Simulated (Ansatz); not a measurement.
## VRu: pressure against volume

VRu, Pm-3m, a = 2.996 Å. The structure is a COD entry; whether it is the stable form wasn't checked. Ansatz: r2SCAN, PAW, 500 eV, Γ-centred 14×14×14 mesh on 2 atoms, Gaussian smearing 0.10 eV; collinear spin, largest moment 0.9 μB. Symmetry fixes shape and atoms, so the cell is only scaled; pressure is positive in compression.

| V (Å³/atom) | P (GPa) |
| --- | --- |
| 11.838 | ? |
| 12.241 | 29.36 |
| 12.645 | 17.87 |
| 13.048 | 8.13 |
| 13.452 | -0.01 |
| 13.855 | -6.84 |
| 14.259 | -12.63 |
| 14.797 | -18.73 |

**Question.** Take V0 = 13.452 Å³/atom, count pressures from its P0 = -0.01 GPa, fit the third-order Birch–Murnaghan form to the other rows, and predict the missing pressure.

**Answer.** With the Eulerian strain f = ½[(V0/V)^(2/3) − 1] and y = (P − P0)/[3f(1 + 2f)^(5/2)], the form is the line y = B0 + 1.5 B0 (B0′ − 4) f. Rows (f, y): 0.03246, 257.7; 0.02105, 255.4; 0.01027, 251.1; -0.00974, 245.5; -0.01905, 243.3; -0.03078, 237.6. Means f = 0.0007017, y = 248.43; Σ(Δf)² = 0.003004, ΣΔfΔy = 0.9346; the slope is their ratio. y = 248.2 + 311.1 f GPa, so B0 = 248.2 GPa and B0′ = 4 + 2 × (311.1)/(3 × 248.2) = 4.84. At V = 11.838, f = 0.04447, y = 262.03 and P = 43.25 GPa. The run gave 42.86 GPa, so the fit is 0.39 GPa too high, a small miss on the scale of the series. Note that the largest moment runs from 0.66 to 1.19 μB along the series.

The largest moment runs from 0.66 to 1.19 μB along the series, so B0 and B0′ hold the change of the moment too.

The state reached may not be the lowest one.

Cost: 8 runs of about 6.3 core-minutes in all, on Arm Neoverse V1 (shared hosts).